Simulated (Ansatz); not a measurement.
BiPbClO2 in space group Cmcm (No. 63; Bi on 4c, Pb on 4c, Cl on 4c, O on 8e), the program Ansatz at the r²SCAN+D4 level (PAW), all energies at zero smearing, with the estimated change up to a 700 eV cutoff added, with one set of potentials and settings (totals compare only within such a set). Cell of 10 atoms (2 Bi, 2 Pb, 2 Cl, 4 O): -53110.210 eV.

```json
[
 {"element": "Bi", "reference phase": "R-3m, 2 atoms in the cell", "E (eV/atom)": "-12411.2119"},
 {"element": "Pb", "reference phase": "Fm-3m, 1 atoms in the cell", "E (eV/atom)": "-11920.9940"},
 {"element": "Cl", "reference phase": "Cmce, 4 atoms in the cell", "E (eV/atom)": "-1083.6978"},
 {"element": "O", "reference phase": "C2/m, 4 atoms in the cell, spin-polarised", "E (eV/atom)": "-566.0549"}
]
```

Formation energy per atom, worked out: (-53110.210 − 2×(-12411.2119) − 2×(-11920.9940) − 2×(-1083.6978) − 4×(-566.0549))/10 = -1.418 eV/atom (-137 kJ per mol of atoms), at 0 K, without zero-point energy or fitted corrections.

The workflow started from a Materials Project entry (that database holds measured and hypothetical structures alike); the Crystallography Open Database files this formula in space group No. 63, but the cells were not matched. Whether it is the stable phase at ambient conditions was not checked. The r²SCAN+D4 relaxation kept the symmetry of its start; its stability against distortions is not shown here. The references are the lowest solids computed at this level, not always the standard phases (solids in place of the gases). Scalar-relativistic: spin–orbit coupling is off unless named, which matters more the heavier the elements.

Potentials: the later of the program's two PAW sets.
